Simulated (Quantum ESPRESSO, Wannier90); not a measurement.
## SiO2 (P2₁), plane waves to Wannier functions

```
begin unit_cell_cart
ang
    4.9307800000    0.0000000000    0.0000000000
    0.0000000000    8.1797100000    0.0000000000
   -2.3780530000    0.0000000000    4.4040310000
end unit_cell_cart
begin atoms_frac
Si  -0.4185400000 -0.0622200000  0.3494900000
Si   0.4185400000  0.4377800000 -0.3494900000
Si  -0.2542500000 -0.4363400000  0.3062200000
Si   0.2542500000  0.0636600000 -0.3062200000
O    0.4511800000 -0.0537300000 -0.4097800000
O   -0.4511800000  0.4462700000  0.4097800000
O   -0.3492200000 -0.2493100000  0.3094400000
O    0.3492200000  0.2506900000 -0.3094400000
O    0.1091100000 -0.4545800000 -0.4659000000
O   -0.1091100000  0.0454200000  0.4659000000
O   -0.3225000000 -0.4887100000 -0.0305600000
O    0.3225000000  0.0112900000  0.0305600000
end atoms_frac
```

Materials Project entry mp-972808; symmetrised, unrelaxed at this level. Not found in the COD (Crystallography Open Database) copy used, which has the formula in other groups; not checked further. Level: PBEsol, no spin polarisation, no spin-orbit coupling; pw.x of Quantum ESPRESSO at 68 Ry with PseudoDojo potentials, 4×4×4 k-points, Wannier90. Density: 8×4×8 mesh, cold smearing 0.01 Ry.

Bands 17-32 form an isolated set from -3.12 to 0.00 eV relative to the valence-band maximum (on the path) and are turned into 16 Wannier functions by minimising the spread from the start: SCDM (isolated).

Q: Where do the functions sit, how wide are they and what are they made of?

A: 
```tsv
functions	spread (Å²)	nearest atom, distance (Å)	second atom, distance (Å)	weight on atomic waves
8	1.19	O 0.08	Si 1.58	O 2p 88 %
6	1.21	O 0.03	Si 1.59	O 2p 86 %
2	1.26	O 0.08	Si 1.58	O 2p 89 %
```

Ω_I = 18.99 Å², Ω_total = 19.25 Å²; the interpolated bands follow pw.x to 0.1 meV rms on the path. Only this start was tried; a symmetric start can stop on a saddle, and mixtures of these functions could lower the total by at most Ω_total − Ω_I.
